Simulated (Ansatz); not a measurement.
Total density of states per atom from LDA in the plane-wave PAW code Ansatz, in 0.25 eV bins, energy from the Fermi level:

```tsv
E (eV)	states/eV/atom
-7.85	0.04
-7.60	0.05
-7.35	0.06
-7.10	0.08
-6.85	0.10
-6.60	0.29
-6.35	0.82
-6.10	1.30
-5.85	1.54
-5.60	1.57
-5.35	1.13
-5.10	1.02
-4.85	1.13
-4.60	1.47
-4.35	1.04
-4.10	1.37
-3.85	1.34
-3.60	0.78
-3.35	0.83
-3.10	1.73
-2.85	1.55
-2.60	1.27
-2.35	1.74
-2.10	1.29
-1.85	1.46
-1.60	1.59
-1.35	1.21
-1.10	0.94
-0.85	0.91
-0.60	0.86
-0.35	0.82
-0.10	0.78
0.15	0.75
0.40	0.79
0.65	0.91
0.90	1.14
1.15	1.33
1.40	1.70
1.65	1.91
1.90	1.32
2.15	0.27
2.40	0.24
2.65	0.24
2.90	0.24
3.15	0.25
3.40	0.24
3.65	0.24
3.90	0.25
4.15	0.25
4.40	0.23
4.65	0.22
```

Question: Pick the material that matches.
A. Ru, hcp (Mg type)
B. Ag, dhcp (α-La type)
C. La, dhcp (α-La type)
D. Cl, molecular I2 type

Answer: A, Ru, hcp (Mg type). Within 0.5 eV of the Fermi level: Ru 4d 93 %. Projections are on Löwdin-orthogonalised atomic valence shells; empty p or d shells of many metals are not among them.

Space group P6_3/mmc (hcp (Mg type)). The LDA relaxation kept the symmetry of its start. The run is not spin-polarised. Spin–orbit coupling is left out wherever it is not named.

Potentials: the earlier of the program's two PAW sets.
